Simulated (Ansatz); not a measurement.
An Ansatz input:

```yaml
crystal:
  lattice:
    - [4.3113315789, 0.0, 0.0]
    - [-2.1556657894, 3.7337226714, 0.0]
    - [0.0, 0.0, 2.3158941225]
  atoms:
    - { symbol: Cr, position: [1.0, 0.0, 0.0] }
    - { symbol: Cr, position: [0.3333333333, 0.6666666667, 0.5] }
    - { symbol: Cr, position: [0.6666666667, 0.3333333333, 0.5] }
hamiltonian:
  xc: lda
  pseudopotentials:
    kind: paw
    azcp:
      Cr: "pseudopotentials/Cr.paw.azcp"
basis:
  ecutwfc: 420
  fft_grid_basis: typed
kpoints:
  mp_grid: { grid: [10, 10, 16], shift: [0, 0, 0] }
magnetization:
  spin_polarized: false
scf:
  occupations: { method: fermi_dirac, width: 0.1 }
  lower_state_search: "off"
output:
  stress: true
  write_density: true
  write_potential: true
  elf: true
  volumetric_format: npy
```

Terminal output

```
Warning: the record states the generating functional pbe (its physics header spells it `PBE`), which answers neither for hamiltonian.xc's functional nor for the lda family's — results may be inconsistent (PPs are generated against a specific XC)
Engine: ansatz 0.2.0, aarch64-unknown-linux-gnu
Pseudopotentials: kind: paw
Pseudopotential: Cr, paw, valence charge 14, recommended cutoff 420 eV (normal) 
Functional definition: SPW92
  exchange = slater_x
  correlation = pw_c
Crystal: 3 atoms, lattice volume = 37.280 Å³
Basis set: ecut = 420 eV, 721 PW (Γ)
Bands: 26, of which v1, the nominal top of the filled ones, is band 21 counted from 1 (20 counted from 0)
Symmetry: 24 space group operations
Space group: P6/mmm (ITA 191), of the structure as read, at distance tolerance 3.3e-5 Å
k-points: 126 of 1600
Non-local potential: Cr, projectors of the file, l = 0: 3, l = 1: 2, l = 2: 3, l = 3: 1
PAW form: soft (Blöchl's): semilocal exchange-correlation on the pseudo side does not see the compensation charge
PAW frozen core: Cr, regenerated for the run's functional, and the local potential with it (the file was generated under x = pbe(κ = 0.804, μ = 0.2195149727645171), c = pbe(β = 0.06672455060314922))
PAW one-centre angular grid: Cr, 590 points (default); XC on 64 Gauss nodes
Initial density: superposition of atomic densities (neutral atoms: chi_scale 0, normalization atom), corrected by the library's trained network
Initial wavefunctions: pseudopotential atomic-orbital guess
Functional: x = slater, c = lda
SCF iter   1: F=—  HF=-9967.908374 eV  |F-HF|=—  |Δ(HF+E_count)|=         —  Δρ=2.32e-2  dr2=2.90e-1  ethr=1.77e-3  ⟨swp⟩=3.4  Hψ=10059  notcnv=0
SCF iter   2: F=—  HF=-9967.901396 eV  |F-HF|=—  |Δ(HF+E_count)|=   6.98e-3  Δρ=1.57e-2  dr2=1.44e-1  ethr=6.91e-4  ⟨swp⟩=1.0  Hψ=4286  notcnv=0
SCF iter   3: F=—  HF=-9967.894890 eV  |F-HF|=—  |Δ(HF+E_count)|=   6.51e-3  Δρ=3.60e-3  dr2=4.79e-3  ethr=3.42e-4  ⟨swp⟩=1.2  Hψ=3304  notcnv=0
SCF iter   4: F=—  HF=-9967.894335 eV  |F-HF|=—  |Δ(HF+E_count)|=   5.56e-4  Δρ=9.46e-4  dr2=1.84e-4  ethr=1.14e-5  ⟨swp⟩=2.0  Hψ=4382  notcnv=0
SCF iter   5: F=—  HF=-9967.894288 eV  |F-HF|=—  |Δ(HF+E_count)|=   4.64e-5  Δρ=2.82e-4  dr2=2.26e-5  ethr=4.39e-7  ⟨swp⟩=2.3  Hψ=5919  notcnv=0
SCF iter   6: F=—  HF=-9967.894284 eV  |F-HF|=—  |Δ(HF+E_count)|=   4.49e-6  Δρ=3.91e-5  dr2=2.06e-7  ethr=5.37e-8  ⟨swp⟩=2.0  Hψ=4342  notcnv=0
SCF iter   7: F=-9967.894284 eV  HF=-9967.894284 eV  |F-HF|=2.65e-8  |Δ(HF+E_count)|=   1.85e-7  Δρ=1.28e-5  dr2=4.65e-8  ethr=2.38e-10  ⟨swp⟩=6.9  Hψ=17783  notcnv=0
SCF 1 converged in 7 iterations: F = -9967.894284 eV  dr2 = 4.65e-8
SCF converged after 7 iterations
Free energy (F): -9967.894284 eV
Harris-Foulkes:  -9967.894284 eV  (|F-HF|=2.65e-8)
Internal energy: -9967.734542 eV  (E = F + TS)
E sigma→0 (E₀):  -9967.814413 eV
Entropy (-TS):   -0.159741 eV (-53.247 meV/atom)
Fermi energy:    17.423972 eV
--- Per-component energies (eV) ---
  E_band       = -498.409514
  E_kinetic    = 1028.080828
  E_local      = -3773.392346  (includes V_loc(G=0)·N_el)
  E_nonlocal   = 250.865748
  E_hartree    = 1624.973034
  E_xc         = -415.229064
  E_vxc        = -532.571757  (∫ρ·V_xc dr)
  E_paw        = -3423.102634  (= ΣΔE_a)
  E_vpaw       = -721.335587  (= ΣTr[D̂ρ^β])
  E_aug_tail   = 0.001214  (compensation charges beyond the density's cutoff)
  E_ewald      = -5261.026696
  E_core_change = 1.095374  (= ΣΔE_core)
  E_smearing   = -0.159741  (= −TS)
  E_closure    = -0.000000  (closes the sum)
  Σ components = -9967.894284   (vs F -9967.894284, Δ=0.00e0)
--- Stress (GPa, compression-positive) ---
      -24.089030       0.000000       0.000000
        0.000000     -24.089030       0.000000
        0.000000       0.000000     -25.608474
  P = ⅓ Tr σ = -24.5955 GPa (-245.955 kbar)
--- Band table (eV; the first three rows and the last of 126) ---
  k-point 0: bands = ["-53.6326", "-53.5081", "-53.4152", "-25.3282", "-25.3282", "-25.3217", "-25.3217", "-24.8464", "-24.8464", "-24.7525", "-24.6456", "-24.6056", "9.9674", "13.9707", "15.2291", "15.3952", "15.3952", "15.4677", "15.4677", "15.6728", "17.1028", "17.1028", "18.6774", "18.6774", "18.7242", "18.7242"]
  k-point 1: bands = ["-53.6250", "-53.5022", "-53.4086", "-25.3226", "-25.3226", "-25.3143", "-25.3143", "-24.8443", "-24.8443", "-24.7946", "-24.6902", "-24.6472", "10.0957", "14.1044", "15.3530", "15.3530", "15.4038", "15.4375", "15.4375", "15.8046", "17.1128", "17.1128", "18.5965", "18.5965", "18.6818", "18.6818"]
  k-point 2: bands = ["-53.6030", "-53.4853", "-53.3897", "-25.3067", "-25.3067", "-25.2931", "-25.2931", "-24.9136", "-24.8387", "-24.8387", "-24.8162", "-24.7648", "10.4696", "14.4808", "15.2192", "15.2192", "15.3440", "15.3440", "15.9126", "16.1967", "17.1421", "17.1421", "18.3665", "18.3665", "18.5967", "18.5967"]
  k-point 125: bands = ["-53.4198", "-53.3068", "-53.2916", "-25.8311", "-25.7476", "-25.7245", "-25.1916", "-25.0972", "-25.0901", "-25.0237", "-24.9653", "-24.7611", "13.3393", "14.4280", "14.7105", "14.8133", "15.0458", "15.8872", "16.8647", "17.0270", "17.2135", "17.4220", "17.6066", "19.5817", "19.7527", "19.8858"]
```
